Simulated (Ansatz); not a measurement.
Relaxed Au (fcc, Cu type):

```yaml
crystal:
  lattice:
    - [4.12402, 0.00000, 0.00000]
    - [0.00000, 4.12402, 0.00000]
    - [0.00000, 0.00000, 4.12402]
  atoms:
    - { symbol: Au, position: [0.00000, 0.00000, 0.00000] }
    - { symbol: Au, position: [0.50000, 0.50000, 0.00000] }
    - { symbol: Au, position: [0.50000, 0.00000, 0.50000] }
    - { symbol: Au, position: [0.00000, 0.50000, 0.50000] }
```

Scan: atom 3 (Au, nearest neighbour Au at 2.916 Å; its periodic images, 4.1 Å or more away, move with it) is displaced towards the nearest neighbour, direction (-0.707, 0.707, 0.000) in Cartesian axes, by s. The other atoms stay.

Level of theory: r2SCAN (plane waves to 500 eV, PAW, scalar-relativistic; Ansatz, a first-principles code). k mesh 9×9×9 (Γ-centred), Fermi-Dirac smearing 0.05 eV. With partly filled bands, energies and forces of such displacements shift with the k mesh and the smearing. F∥ is the force on the atom along that direction. On this mesh the relaxed cell isn't quite at rest: it carries a pressure of -0.1 GPa (compression positive) at the zero of the scan. Au was relaxed with its symmetry unable to fall. Spin-orbit coupling is left out, though Au is heavy. The PAW data are Ansatz's earlier set. 

```json
[
 {"s (Å)": "-0.290", "F∥ (eV/Å)": "1.993"},
 {"s (Å)": "-0.232", "F∥ (eV/Å)": "1.489"},
 {"s (Å)": "-0.174", "F∥ (eV/Å)": "1.058"},
 {"s (Å)": "-0.116", "F∥ (eV/Å)": "0.678"},
 {"s (Å)": "-0.058", "F∥ (eV/Å)": "0.331"},
 {"s (Å)": "0.000", "F∥ (eV/Å)": "0.000"},
 {"s (Å)": "0.058", "F∥ (eV/Å)": "-0.331"},
 {"s (Å)": "0.116", "F∥ (eV/Å)": "-0.678"},
 {"s (Å)": "0.174", "F∥ (eV/Å)": "-1.058"},
 {"s (Å)": "0.232", "F∥ (eV/Å)": "-1.489"},
 {"s (Å)": "0.290", "F∥ (eV/Å)": "-1.993"}
]
```

Q: What is the force constant k = d²E/ds² of this move at s = 0?

A: 5.66 eV/Å². The forces along the line at the two nearest points give (0.331 − (-0.331)) / (2·0.058) = 5.71 eV/Å²; the next pair corrects for the finite step.

(A displaced cell: forces are minus the slopes of the energy, force constants its curvatures, and phonons follow from these.)
